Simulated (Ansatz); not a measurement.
Consider the following.

AlP:
```
AlP
1.0
    3.82094     0.00000     0.00000
   -1.91047     3.30903     0.00000
    0.00000     0.00000     8.63262
Al P
3 3
Cartesian
  1.91047   0.00000   4.31631
 -0.95523   1.65452   1.43877
  0.95523   1.65452   7.19385
  1.91047   0.00000   0.00000
 -0.95523   1.65452   5.75508
  0.95523   1.65452   2.87754
```

This is the PBEsol-relaxed structure. Tensor components refer to the Cartesian frame of this cell.

Problem. All from DFT-PBEsol in the program Ansatz with PAW potentials, unless another level is named. Estimate the Poisson's ratio.

Solution. 0.28.

Problem. Next, the highest zone-centre frequency (without LO–TO term)?

Solution. 468 cm⁻¹.

Problem. What about the elastic constants (relaxed ions, GPa)?

Solution. C11 = 157, C12 = 55.6, C13 = 66.2, C33 = 182, C44 = 50.0.

Space group P6_222. The start of the workflow was typed in or built on a structure type; neither database checked (COD, Materials Project) lists it. It is not the phase usual at ambient conditions (space group No. 216). Symmetry was held in the PBEsol relaxation; its stability against distortions is not shown here.

Potentials: the earlier of the program's two PAW sets. The files were generated under PBE; for other functionals the program regenerates the frozen cores, and for LDA and PBEsol the local potential too.
